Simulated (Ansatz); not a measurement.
## ZrS2: from a starting cell to a relaxed one

The start is a relaxed ZrS2 cell displaced along its unstable phonon at q = (½, ½, 0) of its primitive reciprocal cell (306i cm⁻¹), largest move 0.15 Å. Cell shape, volume and atoms are optimised at zero target pressure with PBEsol (plane waves to 420 eV, PAW, scalar-relativistic; Ansatz, an electronic-structure program). First-step values are on the input's coarse k-mesh.

Ansatz input (later rounds restart from its end on a renewed k-mesh):
Ansatz 0.2 input:
```yaml
crystal:
  lattice:
    - [0, 6.1886001384, 6.1886001384]
    - [3.0943000692, 3.0943000692, 6.1886001384]
    - [3.0943000692, 3.0943000692, 0]
  atoms:
    - { symbol: Zr, position: [0, 0, 0] }
    - { symbol: Zr, position: [0.5, 0, 0] }
    - { symbol: S, position: [0, 0.2257618853, 0.2742381147] }
    - { symbol: S, position: [0.5, 0.2742381147, 0.2257618853] }
    - { symbol: S, position: [0, 0.7257618853, 0.7742381147] }
    - { symbol: S, position: [0.5, 0.7742381147, 0.7257618853] }
basis: { ecutwfc: 420, ecutrho_ratio: 4, xc_grid: 2, fft_grid_basis: typed }
kpoints: { mp_grid: { grid: [9, 9, 9] } }
hamiltonian:
  xc: pbesol
  dispersion: none
  pseudopotentials: { kind: paw }
scf: { occupations: { method: fermi_dirac, width: 0.05 } }
relax: { f_tol: 0.01, max_steps: 100, cell: { stress_tol: 0.02 } }
output: { forces: true, stress: true }
```

How much energy is released per atom?

0.02 eV/atom.

Is the parent structure recovered?

It does not go back: it reaches P4₂/nmc (No. 137), 0.06 eV/atom below the parent.

How do the shortest distances between atoms change?

The closest pairs of elements (up to four, under 3.6 Å), start → end: S–Zr 2.60 → 2.54 Å; S–S 3.09 → 3.14 Å.

What does it relax into? Give the structure.


```cif
data_S4Zr2
_chemical_formula_sum 'Zr2 S4'
_space_group_name_H-M_alt 'P42/nmc :1'
_space_group_IT_number 137
_space_group_name_Hall 'P 4n 2n -1n'
_cell_length_a 4.36758
_cell_length_b 4.36758
_cell_length_c 6.29510
_cell_angle_alpha 90.000
_cell_angle_beta 90.000
_cell_angle_gamma 90.000
loop_
_space_group_symop_operation_xyz
  'x, y, z'
  '-y+1/2, x+1/2, z+1/2'
  '-x, -y, z'
  'y+1/2, -x+1/2, z+1/2'
  'x+1/2, -y+1/2, -z+1/2'
  '-y, -x, -z'
  '-x+1/2, y+1/2, -z+1/2'
  'y, x, -z'
  '-x+1/2, -y+1/2, -z+1/2'
  'y, -x, -z'
  'x+1/2, y+1/2, -z+1/2'
  '-y, x, -z'
  '-x, y, z'
  'y+1/2, x+1/2, z+1/2'
  'x, -y, z'
  '-y+1/2, -x+1/2, z+1/2'
loop_
_atom_site_label
_atom_site_type_symbol
_atom_site_symmetry_multiplicity
_atom_site_Wyckoff_symbol
_atom_site_fract_x
_atom_site_fract_y
_atom_site_fract_z
_atom_site_occupancy
Zr1 Zr 2 a 0.00000 0.00000 0.00000 1
S1 S 4 d 0.00000 0.50000 0.20520 1
```

Final values are on a 11×11×8 k-mesh of the relaxed cell. No spin polarisation in the result.

The run could not lose the symmetry of its start, so the end can be a saddle point.

The relaxed structure here is a generated cell of ZrS2: the first start was made by placing the elements on the sites of a structure type, and the end was not matched to a known phase here, so it may be hypothetical. Known forms of ZrS2 include space group No. 164.
